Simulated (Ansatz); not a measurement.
**Response of Li to small distortions**

```
Li
1.0
     3.11100    0.00000    0.00000
    -1.55550    2.69421    0.00000
     0.00000    0.00000    5.09300
Li
2
Direct
  0.33333 0.66667 0.25000
  0.66667 0.33333 0.75000
```

Atom numbers follow the list: Li1, Li2.

The cell is a measured one (Crystallography Open Database entry 9011003); the temperature and pressure of the measurement aren't taken into account, and nothing was relaxed.

Computed with DFT, PBEsol, all-electron LAPW, scalar-relativistic in Ansatz 0.2.0.

Sampling and basis: a Γ-centred 15×15×8 k mesh, Fermi–Dirac smearing of 0.03 eV, basis error target 0.25 meV/atom, no spin polarisation.

The unchanged cell is at -0.69 GPa.

In a metal, stresses and small energies carry noise from the k mesh.

x, y and z are the Cartesian axes of the cell as listed; fractional coordinates follow a strain, and an engineering shear is twice the off-diagonal strain component.

With equal xy, yz and zx engineering shear strains of -2 %: energy change under 1 meV/atom; stress change (xx, yy, zz, yz, xz, xy) 0.02, -0.02, 0.01, 0.13, 0.16, 0.07 GPa, compression positive.

With equal xy, yz and zx engineering shear strains of -1 %: energy change under 1 meV/atom; stress change (xx, yy, zz, yz, xz, xy) 0.00, -0.01, 0.00, 0.07, 0.07, 0.02 GPa, compression positive.

Task: With this change (equal xy, yz and zx engineering shear strains of +1 %), what becomes of the energy and stress?

Result: Energy change under 1 meV/atom; stress change (xx, yy, zz, yz, xz, xy) -0.01, 0.00, 0.01, -0.07, -0.07, -0.02 GPa, compression positive.

Task: With this change (equal xy, yz and zx engineering shear strains of +2 %), what becomes of the energy and stress?

Result: Energy change under 1 meV/atom; stress change (xx, yy, zz, yz, xz, xy) -0.02, 0.01, 0.03, -0.12, -0.14, -0.05 GPa, compression positive.
